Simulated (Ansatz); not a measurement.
An elastic tensor (GPa, Voigt order, standard axes) from r²SCAN (plane waves, PAW; program Ansatz):

```csv
,1,2,3,4,5,6
1,416,160,160,0.0,0.0,0.0
2,160,416,160,0.0,0.0,0.0
3,160,160,416,0.0,0.0,0.0
4,0.0,0.0,0.0,135,0.0,0.0
5,0.0,0.0,0.0,0.0,135,0.0
6,0.0,0.0,0.0,0.0,0.0,135
```

### Question
Which of these materials gives this?
(A) Si3N4, Fd-3m (Si on 16c, Si on 8b, N on 32e)
(B) CoSi, P2_13 (Co on 4a, Si on 4a)
(C) Si, Fd-3m (Si on 8a, Si on 32e, Si on 96g)
(D) Si, I-43m (Si on 2a, Si on 8c, Si on 12d, Si on 24g)

### Answer
B, CoSi, P2_13 (Co on 4a, Si on 4a)

Symmetry was held in the r²SCAN relaxation. The workflow began spin-polarised and lost its moments. As this level gives no gap, shear constants depend on the k-mesh and smearing (Fermi–Dirac, 0.1 eV here).

Potentials: the later of the program's two PAW sets.
